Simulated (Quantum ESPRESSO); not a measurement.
Mg4OS3, input and log of a self-consistent run

Computed values, not a measurement. The program is pw.x of Quantum ESPRESSO 7.5 (plane-wave density functional theory). The cell is made up: 8 atoms on a wurtzite lattice, with randomly drawn elements, strain and displacements, not relaxed. PseudoDojo standard norm-conserving files (v0.5 for PBE, v0.4.1 for LDA and PBEsol) set the functional; there is no spin polarisation, spin-orbit coupling or dispersion term, and the masses in the input are unused placeholders.

Input:

```
&control calculation='scf', pseudo_dir='./dojo.nc.sr.pbe.v0_5.standard.upf', outdir='./o', disk_io='medium', tprnfor=.true., tstress=.true. /
&system ibrav=0, nat=8, ntyp=3, nbnd=38, ecutwfc=84.00895049, nosym=.true., tot_charge=0,
 occupations='smearing', smearing='fd', degauss=0.0018374661
/
&electrons conv_thr=7.350e-09, electron_maxstep=60, /
ATOMIC_SPECIES
Mg 1.0 Mg.upf
O 1.0 O.upf
S 1.0 S.upf
CELL_PARAMETERS angstrom
4.2075 0.0696 0.0438
0.1205 7.2993 -0.0394
0.0715 -0.0372 6.8999
ATOMIC_POSITIONS angstrom
Mg 0.0431 0.0158 0.1242
Mg 2.1417 3.7532 0.0089
Mg 2.1287 1.2592 3.5018
Mg 0.0328 4.854 3.5451
O 0.0127 -0.1929 2.5234
S 2.1555 3.6933 2.435
S 2.2005 1.2471 6.012
S 0.18 4.8803 5.9881
K_POINTS automatic
4 4 4 1 1 1
```

The log is shortened where brackets say so; the opening notice, blank lines, dates and the lines on written files are dropped, and the path of the files is cut. It prints rydbergs, bohrs and kilobars, and counts compression as positive stress. With no partly filled state, the Fermi energy that it prints is only some level between the filled and the empty states on the mesh, and need not lie in the true gap.

```
     Program PWSCF v.7.5
     Parallel version (MPI & OpenMP), running on       1 processor cores
     Number of MPI processes:                 1
     Threads/MPI process:                     1
     [start-up lines left out]
     bravais-lattice index     =            0
     lattice parameter (alat)  =       7.9525  a.u.
     unit-cell volume          =    1429.4396 (a.u.)^3
     number of atoms/cell      =            8
     number of atomic types    =            3
     number of electrons       =        64.00
     number of Kohn-Sham states=           38
     kinetic-energy cutoff     =      84.0090  Ry
     charge density cutoff     =     336.0358  Ry
     scf convergence threshold =      7.3E-09
     mixing beta               =       0.7000
     number of iterations used =            8  plain     mixing
     Exchange-correlation= PBE
                           (   1   4   3   4   0   0   0)
     [axes and pseudopotential details left out]
   Cartesian axes
     site n.     atom                  positions (alat units)
         1        Mg     tau(   1) = (   0.0102417   0.0037545   0.0295131  )
         2        Mg     tau(   2) = (   0.5089224   0.8918558   0.0021149  )
         3        Mg     tau(   3) = (   0.5058333   0.2992180   0.8321168  )
         4        Mg     tau(   4) = (   0.0077941   1.1534339   0.8424060  )
         5        O      tau(   5) = (   0.0030178  -0.0458379   0.5996240  )
         6        S      tau(   6) = (   0.5122016   0.8776221   0.5786180  )
         7        S      tau(   7) = (   0.5228948   0.2963427   1.4286042  )
         8        S      tau(   8) = (   0.0427726   1.1596835   1.4229249  )
     number of k points=    32  Fermi-Dirac smearing, width (Ry)=  0.0018
                       cart. coord. in units 2pi/alat
        k(    1) = (   0.1230743   0.0704418   0.0753429), wk =   0.0625000
        k(    2) = (   0.1214728   0.0712914   0.2278411), wk =   0.0625000
     [further k points left out]
     Dense  grid:   148617 G-vectors     FFT dimensions: (  48,  81,  80)
     Estimated max dynamical RAM per process >     178.92 MB
     Initial potential from superposition of free atoms
     starting charge      63.9967, renormalised to      64.0000
     Starting wfcs are   36 randomized atomic wfcs +    2 random wfcs
     total cpu time spent up to now is        9.1 secs
     per-process dynamical memory:   107.6 Mb
     Self-consistent Calculation
     iteration #  1     ecut=    84.01 Ry     beta= 0.70
     Davidson diagonalization with overlap
     ethr =  1.00E-02,  avg # of iterations =  6.6
     total cpu time spent up to now is       37.4 secs
     total energy              =    -574.17684113 Ry
     estimated scf accuracy    <       1.40430130 Ry
     iteration #  2     ecut=    84.01 Ry     beta= 0.70
     Davidson diagonalization with overlap
     ethr =  2.19E-03,  avg # of iterations =  5.4
     total cpu time spent up to now is       66.9 secs
     total energy              =    -573.18607996 Ry
     estimated scf accuracy    <       9.21889923 Ry
     iteration #  3     ecut=    84.01 Ry     beta= 0.70
     Davidson diagonalization with overlap
     ethr =  2.19E-03,  avg # of iterations =  4.2
     total cpu time spent up to now is       96.9 secs
     total energy              =    -574.82566099 Ry
     estimated scf accuracy    <       0.59062935 Ry
     iteration #  4     ecut=    84.01 Ry     beta= 0.70
     Davidson diagonalization with overlap
     ethr =  9.23E-04,  avg # of iterations =  2.0
     total cpu time spent up to now is      116.4 secs
     total energy              =    -574.84941317 Ry
     estimated scf accuracy    <       0.11879148 Ry
     iteration #  5     ecut=    84.01 Ry     beta= 0.70
     Davidson diagonalization with overlap
     ethr =  1.86E-04,  avg # of iterations =  2.0
     total cpu time spent up to now is      136.1 secs
     total energy              =    -574.84421950 Ry
     estimated scf accuracy    <       0.03191700 Ry
     [iterations 6 to 7 left out]
     iteration #  8     ecut=    84.01 Ry     beta= 0.70
     Davidson diagonalization with overlap
     ethr =  7.12E-08,  avg # of iterations =  2.0
     total cpu time spent up to now is      210.4 secs
     total energy              =    -574.84878003 Ry
     estimated scf accuracy    <       0.00000724 Ry
     iteration #  9     ecut=    84.01 Ry     beta= 0.70
     Davidson diagonalization with overlap
     ethr =  1.13E-08,  avg # of iterations =  2.0
     total cpu time spent up to now is      230.6 secs
     total energy              =    -574.84878061 Ry
     estimated scf accuracy    <       0.00000183 Ry
     iteration # 10     ecut=    84.01 Ry     beta= 0.70
     Davidson diagonalization with overlap
     ethr =  2.86E-09,  avg # of iterations =  2.0
     total cpu time spent up to now is      254.6 secs
     total energy              =    -574.84878079 Ry
     estimated scf accuracy    <       0.00000018 Ry
     iteration # 11     ecut=    84.01 Ry     beta= 0.70
     Davidson diagonalization with overlap
     ethr =  2.75E-10,  avg # of iterations =  3.2
     total cpu time spent up to now is      280.7 secs
     total energy              =    -574.84878084 Ry
     estimated scf accuracy    <       0.00000004 Ry
     iteration # 12     ecut=    84.01 Ry     beta= 0.70
     Davidson diagonalization with overlap
     ethr =  5.71E-11,  avg # of iterations =  2.2
     total cpu time spent up to now is      305.3 secs
     End of self-consistent calculation
          k = 0.1231 0.0704 0.0753 ( 18593 PWs)   bands (ev):
   -73.4911 -73.1562 -73.1179 -73.0269 -40.2436 -40.2255 -40.2077 -39.9205
   -39.9113 -39.8850 -39.8659 -39.8586 -39.8364 -39.7916 -39.7897 -39.7707
   -12.4080  -9.4670  -9.0866  -9.0223  -1.2315  -0.9078  -0.3502   0.0777
     0.3031   0.5362   0.7001   0.9467   1.0796   1.5542   1.7581   2.0028
     4.1820   5.9402   6.4451   6.7200   6.9869   7.7768
     [levels at the other k points left out]
     the Fermi energy is     2.9965 ev
!    total energy              =    -574.84878084 Ry
     estimated scf accuracy    <          9.1E-10 Ry
     smearing contrib. (-TS)   =       0.00000000 Ry
     internal energy E=F+TS    =    -574.84878084 Ry
     The total energy is F=E-TS. E is the sum of the following terms:
     one-electron contribution =    -449.98047512 Ry
     hartree contribution      =     220.40453527 Ry
     xc contribution           =     -90.27421534 Ry
     ewald contribution        =    -254.99862566 Ry
     convergence has been achieved in  12 iterations
     Forces acting on atoms (cartesian axes, Ry/au):
     atom    1 type  1   force =    -0.00326919   -0.00383613    0.04331567
     atom    2 type  1   force =     0.00725619   -0.00659113   -0.01670189
     atom    3 type  1   force =     0.00711740   -0.03575327   -0.03734301
     atom    4 type  1   force =     0.00589385    0.04160998   -0.05413724
     atom    5 type  2   force =    -0.00695917    0.01432562   -0.00295180
     atom    6 type  3   force =     0.00069302   -0.00923353    0.04473902
     atom    7 type  3   force =    -0.00054411   -0.00059809    0.01219785
     atom    8 type  3   force =    -0.01018799    0.00007655    0.01088140
     Total force =     0.111438     Total SCF correction =     0.000057
     Computing stress (Cartesian axis) and pressure
          total   stress  (Ry/bohr**3)                   (kbar)     P=      -87.31
  -0.00055267  -0.00005043  -0.00000158          -81.30       -7.42       -0.23
  -0.00005043  -0.00061633   0.00004854           -7.42      -90.67        7.14
  -0.00000158   0.00004854  -0.00061149           -0.23        7.14      -89.95
     init_run     :      7.80s CPU      9.10s WALL (       1 calls)
     electrons    :    271.74s CPU    296.22s WALL (       1 calls)
     forces       :      4.10s CPU      4.18s WALL (       1 calls)
     stress       :     12.68s CPU     12.84s WALL (       1 calls)
     [timing details left out]
     PWSCF        :   4m56.47s CPU   5m22.72s WALL
     JOB DONE.
```

In other units: free energy -7821.216 eV for the cell, pressure -8.73 GPa, largest force component 1.392 eV/Å. A rerun of a related cell, with the same atoms placed differently, at 1437 eV and a 6 x 6 x 6 mesh moved values by no more than 0.005 eV in energy, 0.06 GPa in stress and 0.011 eV/Å in force.